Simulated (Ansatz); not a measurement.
Au (diamond, Fd-3m), a = b = c = 6.164 Å, α = β = γ = 90.00°; the cell used has 2 atoms.

Relaxed with PBE.

Question: Which orbitals make up the states near the Fermi level in PBE (plane waves, PAW; program Ansatz)?

Answer: Within 0.5 eV of the Fermi level: Au 6s 55 %, Au 5d 38 %, outside the projected shells 7 %. Projections are on Löwdin-orthogonalised atomic valence shells; empty p or d shells of many metals are not among them.

Question: Tabulate the density of states.

Answer: States/eV per cell of 2 atoms, in 0.25 eV bins, energy from the Fermi level.

| E (eV) | total | Au 5d | Au 6s | Au 5p |
|---|---|---|---|---|
| -6.00 | 0.00 | 0.00 | 0.00 | 0.00 |
| -5.75 | 0.14 | 0.00 | 0.13 | 0.00 |
| -5.50 | 0.29 | 0.01 | 0.27 | 0.00 |
| -5.25 | 0.43 | 0.03 | 0.39 | 0.00 |
| -5.00 | 0.62 | 0.07 | 0.54 | 0.00 |
| -4.75 | 1.00 | 0.21 | 0.78 | 0.00 |
| -4.50 | 6.69 | 5.30 | 1.36 | 0.01 |
| -4.25 | 12.17 | 10.88 | 1.25 | 0.01 |
| -4.00 | 10.77 | 9.92 | 0.79 | 0.01 |
| -3.75 | 3.75 | 3.73 | 0.01 | 0.00 |
| -3.50 | 5.22 | 5.10 | 0.09 | 0.01 |
| -3.25 | 5.24 | 4.82 | 0.38 | 0.01 |
| -3.00 | 3.37 | 3.09 | 0.25 | 0.00 |
| -2.75 | 3.37 | 3.20 | 0.13 | 0.00 |
| -2.50 | 3.92 | 3.81 | 0.08 | 0.00 |
| -2.25 | 4.32 | 4.21 | 0.06 | 0.00 |
| -2.00 | 3.76 | 3.65 | 0.06 | 0.00 |
| -1.75 | 1.31 | 1.21 | 0.08 | 0.00 |
| -1.50 | 4.68 | 4.40 | 0.22 | 0.00 |
| -1.25 | 8.27 | 7.97 | 0.23 | 0.01 |
| -1.00 | 4.91 | 4.54 | 0.32 | 0.00 |
| -0.75 | 1.27 | 0.79 | 0.43 | 0.00 |
| -0.50 | 1.16 | 0.63 | 0.49 | 0.00 |
| -0.25 | 0.92 | 0.44 | 0.45 | 0.00 |
| 0.00 | 0.79 | 0.29 | 0.44 | 0.00 |
| 0.25 | 0.53 | 0.13 | 0.32 | 0.00 |
| 0.50 | 1.36 | 0.32 | 0.89 | 0.00 |
| 0.75 | 0.83 | 0.18 | 0.55 | 0.00 |
| 1.00 | 0.66 | 0.13 | 0.44 | 0.00 |
| 1.25 | 0.54 | 0.10 | 0.36 | 0.00 |
| 1.50 | 0.47 | 0.08 | 0.32 | 0.00 |
| 1.75 | 0.40 | 0.06 | 0.27 | 0.00 |
| 2.00 | 0.36 | 0.05 | 0.24 | 0.00 |
| 2.25 | 0.32 | 0.04 | 0.21 | 0.00 |
| 2.50 | 0.69 | 0.04 | 0.20 | 0.00 |
| 2.75 | 0.99 | 0.05 | 0.19 | 0.00 |
| 3.00 | 0.87 | 0.04 | 0.17 | 0.00 |
| 3.25 | 0.90 | 0.04 | 0.16 | 0.00 |
| 3.50 | 0.94 | 0.03 | 0.15 | 0.00 |
| 3.75 | 1.09 | 0.03 | 0.13 | 0.00 |
| 4.00 | 1.12 | 0.03 | 0.12 | 0.00 |
| 4.25 | 1.08 | 0.02 | 0.11 | 0.00 |
| 4.50 | 1.05 | 0.02 | 0.10 | 0.00 |
| 4.75 | 1.01 | 0.02 | 0.09 | 0.00 |

The start of the workflow was typed in or built on a structure type; neither database checked (COD, Materials Project) lists it. It is not the phase usual at ambient conditions (space group No. 225). The PBE relaxation kept the symmetry of its start; its stability against distortions is not shown here. Scalar-relativistic: spin–orbit coupling is off unless named, which matters more the heavier the elements.

Potentials: the later of the program's two PAW sets.
